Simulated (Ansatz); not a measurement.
Clean, relaxed (111) surface of TiC, space group Fm-3m (No. 225) (top face towards +c; atoms held fixed, by place in the list: 1, 2, 3, 4):

```
CELL_PARAMETERS angstrom
3.06036 0.00000 0.00000
-1.53018 2.65035 0.00000
0.00000 0.00000 26.99509
ATOMIC_POSITIONS crystal
C 0.33333 0.66667 0.31487
Ti 0.66667 0.33333 0.36115
C 0.00000 0.00000 0.40744
Ti 0.33333 0.66667 0.45372
C 0.66667 0.33333 0.49986
Ti 0.00000 0.00000 0.54613
C 0.33333 0.66667 0.59211
Ti 0.66667 0.33333 0.63896
C 0.00000 0.00000 0.67911
```

Theory: DFT r2SCAN, scalar-relativistic, plane waves, PAW (Ansatz 0.2.0). Cutoff 500 eV; k points 12×12×1 on the computed 9-atom cell (Γ-centred); Gaussian smearing, width 0.10 eV; no spin polarisation. A dipole correction removes the field between periodic images along c.

E_ads counts from the clean slab and the free adsorbate (spin-polarised where it has unpaired electrons); negative means bound. With the adsorbate the cell is lengthened along c to keep the vacuum.

(1) O (atom) is put on the top face (one adsorbate per 8.1 Å²) at each of these sites and relaxed. Order them from strongest to weakest binding.
A. top (C) at (0.00, 0.00)
B. hollow (C-C-C) at (0.33, 0.67)
C. bridge (C-C) at (0.50, 0.00)

Each end is the local minimum or symmetric point that its start leads to.

Spin polarisation was left out, and a magnetic state may lie lower.

Answers

(1) A (-7.70 eV), C (-4.49 eV), B (-3.35 eV).